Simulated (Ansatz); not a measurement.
Here is the system:

YNiGe₂:
```cif
data_Ge8Ni4Y4
_chemical_formula_sum 'Y4 Ni4 Ge8'
_space_group_name_H-M_alt 'Cmcm'
_space_group_IT_number 63
_space_group_name_Hall '-C 2c 2'
_cell_length_a 4.09721
_cell_length_b 16.64640
_cell_length_c 4.12578
_cell_angle_alpha 90.000
_cell_angle_beta 90.000
_cell_angle_gamma 90.000
loop_
_atom_site_label
_atom_site_type_symbol
_atom_site_symmetry_multiplicity
_atom_site_Wyckoff_symbol
_atom_site_fract_x
_atom_site_fract_y
_atom_site_fract_z
_atom_site_occupancy
Y1 Y 4 c 0.00000 0.10786 0.25000 1
Ni1 Ni 4 c 0.00000 0.32082 0.25000 1
Ge1 Ge 4 c 0.00000 0.45804 0.25000 1
Ge2 Ge 4 c 0.00000 0.74913 0.25000 1
```
(The calculation used a cell of 8 atoms; values per cell refer to that cell.)

This is the r²SCAN-relaxed structure.

All from plane-wave PAW r²SCAN (Ansatz code), unless another level is named. Give the electronic character.

metallic (no gap).

Next, the formation energy from the elements (no fitted shifts)?

-0.76 eV/atom.

What about the density of states at the Fermi level?

0.41 states/eV per atom (mean over ±0.08 eV).

The workflow started from a Materials Project entry (that database holds measured and hypothetical structures alike); the Crystallography Open Database copy checked does not list it. Whether it is the stable phase at ambient conditions was not checked. The r²SCAN relaxation kept the symmetry of its start; whether a distortion lowers the energy is not shown. The run is not spin-polarised. The references are the lowest solids computed at this level, not always the standard phases. Spin–orbit coupling is left out wherever it is not named.

Potentials: the later of the program's two PAW sets.
